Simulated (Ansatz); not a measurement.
Mg (hcp, Mg type), scan of one atom of the cell

Starting cell, Mg (hcp, Mg type):

```xyz
4
Lattice="6.3723 0.0000 0.0000 -1.5931 2.7593 0.0000 0.0000 0.0000 5.2235" Properties=species:S:1:pos:R:3 pbc="T T T"
Mg     0.0000     1.8395     3.9176
Mg     3.1862     1.8395     3.9176
Mg     1.5931     0.9198     1.3059
Mg     4.7792     0.9198     1.3059
```

In each cell atom 2 (Mg, nearest neighbour Mg at 3.186 Å; its periodic images, 3.2 Å or more away, move with it) moves by s·(0.577, 0.577, 0.577) (along Cartesian [111]), the rest being held.

These are PBE (plane waves to 420 eV, PAW, scalar-relativistic; Ansatz, a program for electronic structure) values and carry that method's errors. k mesh 7×14×7 (Γ-centred), Fermi-Dirac smearing 0.05 eV. The energy includes the smearing's −TS. Compression counts positive. With partly filled bands, energies and forces of such displacements shift with the k mesh and the smearing. F∥ is the force on the atom along that direction. F⊥ is the part of the force across the line. Mg was relaxed with its symmetry unable to fall. The PAW data are Ansatz's earlier set. The zero of ΔE is the undisplaced structure.

```json
[
 {"s (Å)": "-0.320", "ΔE (meV/cell)": "140", "|F⊥| (eV/Å)": "0.119", "F∥ (eV/Å)": "0.911", "P (GPa)": "0.6"},
 {"s (Å)": "-0.256", "ΔE (meV/cell)": "88", "|F⊥| (eV/Å)": "0.090", "F∥ (eV/Å)": "0.710", "P (GPa)": "0.4"},
 {"s (Å)": "-0.192", "ΔE (meV/cell)": "49", "|F⊥| (eV/Å)": "0.063", "F∥ (eV/Å)": "0.520", "P (GPa)": "0.2"},
 {"s (Å)": "-0.128", "ΔE (meV/cell)": "22", "|F⊥| (eV/Å)": "0.040", "F∥ (eV/Å)": "0.340", "P (GPa)": "0.1"},
 {"s (Å)": "-0.064", "ΔE (meV/cell)": "5", "|F⊥| (eV/Å)": "0.019", "F∥ (eV/Å)": "0.168", "P (GPa)": "0.0"},
 {"s (Å)": "0.000", "ΔE (meV/cell)": "0", "|F⊥| (eV/Å)": "0.000", "F∥ (eV/Å)": "0.000", "P (GPa)": "0.0"},
 {"s (Å)": "0.064", "ΔE (meV/cell)": "5", "|F⊥| (eV/Å)": "0.016", "F∥ (eV/Å)": "-0.165", "P (GPa)": "0.0"},
 {"s (Å)": "0.128", "ΔE (meV/cell)": "21", "|F⊥| (eV/Å)": "0.029", "F∥ (eV/Å)": "-0.331", "P (GPa)": "0.1"},
 {"s (Å)": "0.192", "ΔE (meV/cell)": "48", "|F⊥| (eV/Å)": "0.039", "F∥ (eV/Å)": "-0.499", "P (GPa)": "0.2"},
 {"s (Å)": "0.256", "ΔE (meV/cell)": "85", "|F⊥| (eV/Å)": "0.046", "F∥ (eV/Å)": "-0.670", "P (GPa)": "0.4"},
 {"s (Å)": "0.320", "ΔE (meV/cell)": "134", "|F⊥| (eV/Å)": "0.048", "F∥ (eV/Å)": "-0.846", "P (GPa)": "0.6"}
]
```

Key numbers:

```
Item                                                                                                                                             Result
--------------------------------------------------------  ---------------------------------------------------------------------------------------------
Energy at s = 0.320 Å                                                                                                                      134 meV/cell
Force along the line at s = -0.320 Å                                                                                                         0.911 eV/Å
Symmetry of the curve                                                                               not even: the negative side lies higher at ±0.320 Å
Shape of the curve                                                                       a single well with its minimum at or next to zero displacement
Force constant k = d²E/ds² at s = 0 (finite differences)                                                                                     2.60 eV/Å²
Harmonic estimate at the end of the scan                  ½ks² = 133 meV/cell against the computed 134 meV/cell, so the well is close to harmonic there
```

(For displaced atoms, the force is minus the slope of the energy, and its curvature is a force constant, which sets phonon frequencies.)
